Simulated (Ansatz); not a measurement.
Relaxed TiO₂ (anatase):

```xyz
6
Lattice="-1.8849 1.8849 4.7777 1.8849 -1.8849 4.7777 1.8849 1.8849 -4.7777" Properties=species:S:1:pos:R:3 pbc="T T T"
Ti     0.0000     0.0000     4.7777
Ti     1.8849     0.0000     2.3889
O      0.0000     0.0000     2.7953
O      1.8849     0.0000     0.4064
O      1.8849     0.0000     4.3713
O      0.0000     0.0000     6.7602
```

In this cell atom 6 (O, nearest neighbour Ti at 1.928 Å; its periodic images, 3.8 Å or more away, move with it) is moved by s along Cartesian [110], unit vector (0.707, 0.707, 0.000); all other atoms and the cell stay fixed.

Computed with PBEsol (plane waves to 420 eV, PAW, scalar-relativistic; Ansatz, an electronic-structure program). k mesh 10×10×10 (Γ-centred), Fermi-Dirac smearing 0.05 eV. E stands for the smeared free energy. Compression counts positive. Left out: 4 of 11 points, with atoms too close for the PAW data. The PAW data are Ansatz's earlier set. TiO2 is run without spin polarisation. TiO2 was relaxed with its symmetry unable to fall. The zero of ΔE is the undisplaced structure.

Q: Estimate the ΔE (eV/cell) and P (GPa) for s (Å) = -0.348, -0.232, -0.116, 0.116, 0.232, 0.348.

A: 
```json
[
 {"s (Å)": "-0.348", "ΔE (eV/cell)": "0.591", "P (GPa)": "4.17"},
 {"s (Å)": "-0.232", "ΔE (eV/cell)": "0.252", "P (GPa)": "1.85"},
 {"s (Å)": "-0.116", "ΔE (eV/cell)": "0.061", "P (GPa)": "0.46"},
 {"s (Å)": "0.116", "ΔE (eV/cell)": "0.061", "P (GPa)": "0.46"},
 {"s (Å)": "0.232", "ΔE (eV/cell)": "0.252", "P (GPa)": "1.85"},
 {"s (Å)": "0.348", "ΔE (eV/cell)": "0.591", "P (GPa)": "4.17"}
]
```

(A displaced cell: forces are minus the slopes of the energy, force constants its curvatures, and phonons follow from these.)
